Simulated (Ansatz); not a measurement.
Cu Kα1 powder pattern (kinematic, no thermal factors).
2θ (°) (relative intensity): 13.65 (64), 27.51 (17), 38.57 (24), 39.22 (28), 41.10 (7), 41.79 (26), 44.09 (100), 48.03 (6), 52.76 (10), 56.79 (2), 58.17 (14), 64.18 (8), 69.79 (17), 70.76 (1), 71.51 (7), 72.94 (1), 76.56 (7), 77.91 (18), 82.69 (3), 83.10 (4), 84.32 (1), 84.78 (20), 85.69 (1), 86.35 (14), 89.19 (1)

The pattern is computed from a structure relaxed with DFT PBE, scalar-relativistic, plane waves, PAW (Ansatz). Collinear spin, ending at 11.6 μB a primitive cell. Its elements are Fe, Pt.

Q: Give the structure.

A: Fe₂Pt.
Space group P6_3/mmc (No. 194). a = 2.693 Å, b = 2.693 Å, c = 12.959 Å, α = 90.00°, β = 90.00°, γ = 120.00°
```tsv
atom	site	symmetry	x	y	z
Fe	4f	3m.	0.3333	0.6667	0.9202
Pt	2c	-6m2	0.3333	0.6667	0.2500
```

A pattern alone doesn't exclude other cells with like lines; this is the one computed.

Another cell of Fe2Pt relaxed alike, in P-3m1, lies 87 meV/atom lower, so this cell isn't the stable form at this level.

It was reached by relaxing an invented guess, and it needn't be the stable form of this composition.
